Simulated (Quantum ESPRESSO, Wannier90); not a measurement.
**Wannier functions of WSe2 (P6₃/mmc, 2Hc stacking as in molybdenite)**

```xyz
6
Lattice="3.3199 0.0000 0.0000 -1.6600 2.8751 0.0000 0.0000 0.0000 13.7372" Properties=species:S:1:pos:R:3 pbc="T T T"
W     -1.6600     0.9584    -3.4343
W      1.6600    -0.9584     3.4343
Se     1.6600    -0.9584    -1.7721
Se    -1.6600     0.9584     1.7721
Se    -1.6600     0.9584     5.0965
Se     1.6600    -0.9584    -5.0965
```

Cell from Materials Project (mp-1821), symmetrised, no further relaxation. COD (Crystallography Open Database) has an entry of this formula and space group (matched by these alone). Method: PBE plane waves in Quantum ESPRESSO 7.5 (PseudoDojo norm-conserving files, 69 Ry, no spin polarisation, no spin-orbit coupling), Bloch states on a 6×6×4 mesh through Γ, Wannier90 4.0.1. Density: 12×12×4 mesh, cold smearing 0.01 Ry. The cell is built of weakly bound layers, chains or molecules, whose nearest atoms lie 4.03 Å apart. Database cells relaxed without dispersion often hold them too far apart, which can enlarge gaps and weakens couplings between them; spacing and stacking were not compared with the measured crystal. Spin-orbit coupling is left out although heavy elements are present.

A tight-binding model is made by disentanglement and projection with no localisation steps (num_iter = 0), so the 22 orbitals stay atom-like: hydrogen-like W: d; Se: p, axes along x, y, z; frozen window up to 2.70 eV relative to the valence-band maximum. It follows pw.x to 12 meV rms for states up to 2.2 eV relative to the valence-band maximum. Matrix elements depend on this choice of orbitals and windows.

Problem. What are the on-site energies relative to the valence-band maximum, and how fast do the hoppings decay?

Solution. 
```tsv
atom	orbitals	energy (eV)
W1	dz2	-0.40
W1	dxz dyz	0.67
W1	dx2-y2 dxy	-0.24
W2	dz2	-0.40
W2	dxz dyz	0.67
W2	dx2-y2 dxy	-0.24
Se3	pz	-2.16
Se3	px py	-1.85
Se4	pz	-2.16
Se4	px py	-1.85
Se5	pz	-2.16
Se5	px py	-1.85
Se6	pz	-2.16
Se6	px py	-1.85
```

```csv
distance of the centres (Å),largest modulus (eV)
2–3,1.5
3–4,1.3
4–5,0.22
5–6,0.077
6–7,0.091
7–8,0.029
```
